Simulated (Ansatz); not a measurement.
BaGaHO2 in space group P4/mmm (No. 123; Ba on 1d, Ga on 1a, O on 2f, H on 1b) under volume change, r²SCAN in the plane-wave PAW code Ansatz, shape and atoms relaxed at each volume.

```
V (Å³/atom)  E − E(relaxed) (meV/atom)  P (GPa)
-----------  -------------------------  -------
11.237                            46.4    14.57
11.608                            19.4     8.89
11.978                             4.6     4.08
12.349                             0.0     0.00
12.719                             4.1    -3.47
13.089                            15.6    -6.41
13.460                            33.4    -8.90
```

### Question
What does a third-order Birch–Murnaghan fit give for V₀, B₀ and B′?

### Answer
V₀ = 12.35 Å³/atom, B₀ = 125 GPa, B′ = 4.5.

The start of the workflow was typed in or built on a structure type; neither database checked (COD, Materials Project) lists it. Its standing as an ambient phase is unchecked. Symmetry was held in the r²SCAN relaxation; its stability against distortions is not shown here. Spin–orbit coupling is left out wherever it is not named.

Potentials: the earlier of the program's two PAW sets.
